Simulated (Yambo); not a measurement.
G0W0@LDA for CsHF2 (space group I4/mcm, No. 140) in Yambo. Reference settings: 2×2×2 Γ-centred k mesh, 207 bands and a 7 Ry block in the screening, 207 bands in G with the Bruneval-Gonze terminator, plasmon pole fitted at 27.2 eV. The LDA gap Γ → Γ on this mesh is 6.30 eV; G0W0 gaps are taken between the same points.

With and without the terminator, as bands are cut:

| bands in G (in W) | gap, terminator (eV) | gap, none (eV) | valence shift, terminator (eV) | valence shift, none (eV) |
|---|---|---|---|---|
| 50 (50) | 10.929 | 10.876 | -2.523 | -2.266 |
| 78 (78) | 10.469 | 10.367 | -2.406 | -2.133 |
| 114 (114) | 10.292 | 10.167 | -2.416 | -2.164 |
| 161 (161) | 10.222 | 10.098 | -2.452 | -2.233 |
| 207 (207) | 10.202 | 10.091 | -2.480 | -2.294 |

Over this range the gap spans 0.727 eV with the terminator and 0.785 eV without, the valence shift 0.117 eV and 0.161 eV. Neither column has reached its limit for certain.

Geometry of the Materials Project entry, not relaxed at this level; primitive cell a = b = c = 5.8142 Å, α = β = 116.57°, γ = 96.04°.

The structure is a Materials Project entry; no match was found in the copy of COD used, and its stability was not checked.

A shift is the quasiparticle energy of the state minus its LDA energy.
